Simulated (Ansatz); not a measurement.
The elements of this relaxed trial crystal are hidden behind letters.

```
lattice vectors (Å)
   6.0176    0.0000    0.0000
   0.0000    6.0176    0.0000
   0.0000    0.0000    3.8376
fractional positions
X 0.0000 0.0000 0.5000
Z 0.5000 0.5000 0.5000
Q 0.6735 0.0000 0.0000
Q 0.3265 0.0000 0.0000
Q 0.0000 0.3265 0.0000
Q 0.0000 0.6735 0.0000
```

All numbers below come from DFT PBE, scalar-relativistic, plane waves, PAW in Ansatz 0.2.0. Plane waves to 420 eV, a 6×6×10 mesh through Γ for the 6-atom cell and 0.10 eV Gaussian smearing; no spin polarisation.

```
Space group                               : P4/mmm (No. 123)
Conventional cell                         : a = 6.018 Å, c = 3.838 Å
Volume per atom                           : 23.16 Å³
Density                                   : 3.17 g/cm³
Formation energy                          : +0.03 eV/atom
Gap on the 6×6×10 mesh of the 6-atom cell : 0 eV (a metal)
```

Energies are uncorrected and count from the elements' standard states at the same level.

Problem. X is an s-block element of period 3, Z is a d-block element of period 5 and Q is a p-block element of period 3. Which elements are they?

Solution. X = Mg, Z = Cd, Q = S, so the formula is MgCdS4. Density times volume gives a mean mass of 3.17 × 23.16/1.6605 = 44.2 u per atom, and this set has 44.2 u. Among the elements that the hints allow, noble gases aside, only these give it. Mg has 8 S at 2.75 Å, 2 Mg at 3.84 Å and 4 Cd at 4.26 Å; Cd has 16 S at 3.72 Å, 2 Cd at 3.84 Å and 4 Mg at 4.26 Å; S has 1 S at 2.09 Å, 2 Mg at 2.75 Å, 2 S at 2.78 Å and 4 Cd at 3.72 Å.

Symmetry constrained the relaxation, so the result can be a saddle point. Another cell of MgCdS4 relaxed alike, in P4/mmm, lies 201 meV/atom lower, so this cell isn't the stable form at this level.
